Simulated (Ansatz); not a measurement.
Perovskite alloy of KMgF3 and KZnF3 (5 of 8 Mg sites exchanged), 40 atoms

Ansatz, PAW, plane waves. PBEsol relaxation of volume and atoms (shape held) at the single k point (¼, ¼, ¼) without its symmetry partners; single points on the relaxed atoms at the single k point (¼, ¼, ¼) without its symmetry partners, onto which points of the small cell's zone fold. Arrangement: unlike neighbours preferred. No spin–orbit coupling unless named.

Relaxed structure:

```yaml
crystal:
  lattice:
    - [8.06044, 0.00000, 0.00000]
    - [0.00000, 8.06044, 0.00000]
    - [0.00000, 0.00000, 8.06044]
  atoms:
    - { symbol: K, position: [0.99994, 0.99994, 0.99983] }
    - { symbol: K, position: [0.99972, 0.99997, 0.49983] }
    - { symbol: K, position: [0.00015, 0.50024, 0.99999] }
    - { symbol: K, position: [0.99974, 0.50004, 0.49972] }
    - { symbol: K, position: [0.49995, 0.00000, 0.99978] }
    - { symbol: K, position: [0.50021, 0.00024, 0.50007] }
    - { symbol: K, position: [0.49979, 0.50009, 0.00003] }
    - { symbol: K, position: [0.49998, 0.49992, 0.49978] }
    - { symbol: Zn, position: [0.24981, 0.24996, 0.24974] }
    - { symbol: Zn, position: [0.25012, 0.75001, 0.74984] }
    - { symbol: Zn, position: [0.74999, 0.25016, 0.74992] }
    - { symbol: Zn, position: [0.74994, 0.75018, 0.24989] }
    - { symbol: Zn, position: [0.75003, 0.75007, 0.74992] }
    - { symbol: Mg, position: [0.25003, 0.24997, 0.74976] }
    - { symbol: Mg, position: [0.25000, 0.75011, 0.24997] }
    - { symbol: Mg, position: [0.74986, 0.25017, 0.24984] }
    - { symbol: F, position: [0.25004, 0.24948, 0.99740] }
    - { symbol: F, position: [0.24976, 0.25033, 0.50220] }
    - { symbol: F, position: [0.24975, 0.75039, 0.00258] }
    - { symbol: F, position: [0.25094, 0.74960, 0.49716] }
    - { symbol: F, position: [0.74989, 0.25025, 0.00262] }
    - { symbol: F, position: [0.74996, 0.25049, 0.49720] }
    - { symbol: F, position: [0.75072, 0.75074, 0.00017] }
    - { symbol: F, position: [0.74925, 0.74992, 0.49956] }
    - { symbol: F, position: [0.99735, 0.24983, 0.24966] }
    - { symbol: F, position: [0.00269, 0.25025, 0.75007] }
    - { symbol: F, position: [0.00269, 0.75071, 0.25061] }
    - { symbol: F, position: [0.00047, 0.74981, 0.74908] }
    - { symbol: F, position: [0.50233, 0.25060, 0.24990] }
    - { symbol: F, position: [0.49736, 0.24971, 0.74988] }
    - { symbol: F, position: [0.49732, 0.74968, 0.24911] }
    - { symbol: F, position: [0.49976, 0.75026, 0.75049] }
    - { symbol: F, position: [0.25024, 0.99763, 0.25022] }
    - { symbol: F, position: [0.25018, 0.00268, 0.74961] }
    - { symbol: F, position: [0.24935, 0.50245, 0.24946] }
    - { symbol: F, position: [0.25033, 0.49723, 0.75031] }
    - { symbol: F, position: [0.74961, 0.00292, 0.25026] }
    - { symbol: F, position: [0.75044, 0.00049, 0.74966] }
    - { symbol: F, position: [0.75033, 0.49752, 0.24955] }
    - { symbol: F, position: [0.74981, 0.49978, 0.74990] }
```

Question: What are the mean bond lengths by pair (pairs within 1.2 times the sum of covalent radii, less contacts 15 % beyond the pair's median; cation–cation pairs of compounds aside; long ionic contacts are cut short by that bound)?

Answer: F–K 2.850 ± 0.004 Å (standard deviation, 96 bonds); F–Mg 1.994 ± 0.001 Å (standard deviation, 18 bonds); F–Zn 2.028 ± 0.010 Å (standard deviation, 30 bonds).

Question: What gap lies between the top filled and the lowest empty level in the single points?

Answer: HSE06 8.27 eV (11 s on NVIDIA GB300). Away from Γ this isn't the crystal's band gap.
